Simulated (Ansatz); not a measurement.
Cs2ZrF6 (space group P-3m1)

```yaml
crystal:
  lattice:
    - [6.35260, 0.00000, 0.00000]
    - [-3.17630, 5.50152, 0.00000]
    - [0.00000, 0.00000, 4.99722]
  atoms:
    - { symbol: Cs, position: [0.66667, 0.33333, 0.30363] }
    - { symbol: Cs, position: [0.33333, 0.66667, 0.69637] }
    - { symbol: Zr, position: [0.00000, 0.00000, 0.00000] }
    - { symbol: F, position: [0.84722, 0.15278, 0.77803] }
    - { symbol: F, position: [0.15278, 0.84722, 0.22197] }
    - { symbol: F, position: [0.84722, 0.69443, 0.77803] }
    - { symbol: F, position: [0.15278, 0.30557, 0.22197] }
    - { symbol: F, position: [0.30557, 0.15278, 0.77803] }
    - { symbol: F, position: [0.69443, 0.84722, 0.22197] }
```

Equation-of-state scan: isotropic scaling of the cell above, V₀ being its volume. The atoms relax within the cell's symmetry.

All values below come from PBEsol (plane waves to 420 eV, PAW, scalar-relativistic; Ansatz, a first-principles code). k mesh 6×6×7 (Γ-centred), Fermi-Dirac smearing 0.05 eV. Stress and pressure are positive under compression. Cs2ZrF6 is run without spin polarisation. Cs2ZrF6 was relaxed with its symmetry unable to fall.

At one point of the scan the stress tensor (GPa) is:

```
  -2.27     0.00     0.00
   0.00    -2.27     0.00
   0.00     0.00    -1.63
```

Problem. Which point is it?
A) V/V₀ = 1.120
B) V/V₀ = 1.040
C) V/V₀ = 1.160
D) V/V₀ = 1.080

Solution. C, V/V₀ = 1.160

(A scan under strain: stresses follow from slopes of the energy per volume, elastic moduli from its curvatures.)
